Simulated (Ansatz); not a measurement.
Relaxed Si (diamond):

```xyz
4
Lattice="0.0000 5.4441 5.4441 2.7220 2.7220 5.4441 2.7220 2.7220 0.0000" Properties=species:S:1:pos:R:3 pbc="T T T"
Si     2.7220     2.7220     2.7220
Si     2.7220     5.4441     5.4441
Si     4.0830     9.5271     9.5271
Si     4.0830     6.8051     6.8051
```

The atoms are displaced by Q × the pattern below (from a DFPT mode at X = (0.5, 0.5, 0.0), largest move 1; Q in Å), at fixed cell. It is one choice among 2 degenerate patterns. (q is in reciprocal vectors of the primitive cell; the cell shown is doubled to hold the pattern.)

| atom | x | y | z |
|---|---|---|---|
| Si1 | 0.000 | -1.000 | 0.000 |
| Si2 | 0.000 | 1.000 | 0.000 |
| Si3 | 1.000 | 0.000 | 0.000 |
| Si4 | -1.000 | 0.000 | 0.000 |

Calculation: r2SCAN (plane waves to 500 eV, PAW, scalar-relativistic; Ansatz, a quantum-chemistry and plane-wave program). k mesh 10×10×10 (Γ-centred), Fermi-Dirac smearing 0.05 eV. Energies are smeared free energies. Si was relaxed with its symmetry unable to fall. The PAW data are Ansatz's earlier set. The zero of ΔE is the undisplaced structure.

| Q (Å) | ΔE (meV/cell) |
|---|---|
| -0.1000 | 441 |
| -0.0833 | 306 |
| -0.0667 | 196 |
| -0.0500 | withheld |
| -0.0333 | 49 |
| -0.0167 | 12 |
| 0.0000 | 0 |
| 0.0167 | 12 |
| 0.0333 | 49 |
| 0.0500 | withheld |
| 0.0667 | 196 |
| 0.0833 | 306 |
| 0.1000 | 441 |

Question: Fit an even polynomial form (powers 2, 4) to the given rows and predict ΔE at Q = 0.0500.

Answer: Least squares on the 11 given rows: ΔE = (44060)·Q² + (4595)·Q⁴, in meV/cell with Q in Å; root-mean-square residual 0.1 meV/cell. At 0.0500 the fit gives 110 meV/cell; the calculation gives 110 meV/cell, the same to the digits shown. The quadratic term alone would give 110 meV/cell.

(For displaced atoms, the force is minus the slope of the energy, and its curvature is a force constant, which sets phonon frequencies.)
